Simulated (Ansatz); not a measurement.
Relaxed-ion elastic tensor of CdCl$_{2}$ in space group R-3m (No. 166; Cd on 3a, Cl on 6c) in GPa (Voigt order), DFT-LDA in the program Ansatz with PAW potentials; density 4.37 g/cm³, 23.22 Å³ per atom.

```
62.8  24.5  13.0  -1.6   0.0   0.0
24.5  62.8  13.0   1.6   0.0   0.0
13.0  13.0  24.6   0.0   0.0   0.0
-1.6   1.6   0.0   6.7   0.0   0.0
 0.0   0.0   0.0   0.0   6.7  -1.6
 0.0   0.0   0.0   0.0  -1.6  19.1
```

### Question
Is the crystal mechanically stable?

### Answer
Yes: the smallest eigenvalue of C is 6.5 GPa.

### Question
Work out the Voigt, Reuss and Hill averages.

### Answer
K_V = 27.9, K_R = 21.4, K_H = 24.7; G_V = 13.2, G_R = 9.9, G_H = 11.5 GPa.

### Question
Give Young's modulus, Poisson's ratio, Pugh's ratio and the universal anisotropy index.

### Answer
E = 9KG/(3K + G) = 30.0 GPa; ν = 0.30; K/G = 2.14 (ductile by the Pugh limit of 1.75); A_U = 5G_V/G_R + K_V/K_R − 6 = 1.93.

### Question
Estimate the sound speeds and the Debye temperature.

### Answer
v_l = √((K + 4G/3)/ρ) = 3030 m/s, v_t = √(G/ρ) = 1630 m/s, mean 1810 m/s; Θ = (h/k)(3n/4πV)^(1/3) v_m = 189 K.

### Question
Solve the Christoffel equation for the three sound speeds along x, y, z.

### Answer
Eigenvalues of C_ijkl n_j n_l equal ρv². In km/s, slowest first: x 1.22, 2.10, 3.79; y 1.23, 2.09, 3.79; z 1.24, 1.24, 2.37.

### Question
How much does each axis shrink under pressure?

### Answer
Linear compressibilities β_i = Σ_j S_ij (j = 1 to 3): x 6.4, y 6.4, z 34 per TPa.

The workflow started from a Materials Project entry (that database holds measured and hypothetical structures alike); the Crystallography Open Database files this formula in space group No. 166, but the cells were not matched. Its standing as an ambient phase is unchecked. The LDA relaxation kept the symmetry of its start; whether a distortion lowers the energy is not shown. A crystal of weakly bound layers computed without a dispersion correction: the cell and the soft elastic constants depend strongly on that.

Potentials: the later of the program's two PAW sets.
